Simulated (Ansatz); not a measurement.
Given:

KF:
Space group Fm-3m (No. 225); a = b = c = 5.307 Å, α = β = γ = 90.00°

```csv
atom,site,symmetry,x,y,z
K,4a,m-3m,0.0000,0.0000,0.0000
F,4b,m-3m,0.5000,0.5000,0.5000
```
(The calculation used a cell of 2 atoms; values per cell refer to that cell.)

This is the PBEsol-relaxed structure.

Q: All from plane-wave PAW PBEsol (Ansatz code), unless another level is named. Estimate the bulk modulus (Birch–Murnaghan fit).

A: 332 kbar.

Q: What about the elastic constants (relaxed ions, GPa)?

A: C11 = 69.8, C12 = 14.8, C44 = 13.6.

The PBEsol relaxation kept the symmetry of its start.

Potentials: the later of the program's two PAW sets.
